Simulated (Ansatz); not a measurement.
# Data sheet: TaSnO3 (DFT)

TaSnO3:
```yaml
crystal:
  lattice:
    - [3.99483, 0.00000, 0.00000]
    - [0.00000, 3.99483, 0.00000]
    - [0.00000, 0.00000, 3.99483]
  atoms:
    - { symbol: Sn, position: [0.00000, 0.00000, 0.00000] }
    - { symbol: Ta, position: [0.50000, 0.50000, 0.50000] }
    - { symbol: O, position: [0.00000, 0.50000, 0.50000] }
    - { symbol: O, position: [0.50000, 0.00000, 0.50000] }
    - { symbol: O, position: [0.50000, 0.50000, 0.00000] }
```

Space group Pm-3m (No. 221), cubic perovskite; conventional cell a = b = c = 3.9948 Å, α = β = γ = 90.00°.

Method: LDA (plane waves, PAW; program Ansatz). Geometry: relaxed at this level of theory. Other levels are named where they apply.

Cell and energy:

Volume per atom: 12.75 Å³
Density: 9.06 g/cm³
Formation energy from the elements (no fitted shifts): -2090 meV/atom

Electronic structure:

- Electronic character = metallic (no gap)
- Density of states at the Fermi level = 0.49 states/eV per atom (mean over ±0.08 eV)

Mechanics:

- Bulk modulus (Birch–Murnaghan fit): 220 GPa
- Pressure derivative B′: 4.4
- Elastic constants (relaxed ions, GPa): C11 = 411, C12 = 123, C44 = 3.2
- Mechanical stability: stable (all eigenvalues of C positive)

Phonons:

* **Highest zone-centre frequency**: 581 cm⁻¹
* **Zone-centre stability**: unstable, softest mode 38i cm⁻¹

The workflow started from an entry of the Crystallography Open Database (COD). Its standing as an ambient phase is unchecked. The LDA relaxation kept the symmetry of its start; of distortions, only those at the zone centre were tested, and some modes there are weakly imaginary. The run is not spin-polarised. With an odd number of electrons in the cell and no spin polarisation, the count alone makes it a metal. As this level gives no gap, shear constants depend on the k-mesh and smearing (Fermi–Dirac, 0.1 eV here). As this level gives no gap, phonon frequencies hold no LO–TO term and depend on the k-mesh and smearing (Fermi–Dirac, 0.1 eV here). The references are the lowest solids computed at this level, not always the standard phases (solids in place of the gases). Scalar-relativistic: spin–orbit coupling is off unless named, which matters more the heavier the elements.

Potentials: the later of the program's two PAW sets.
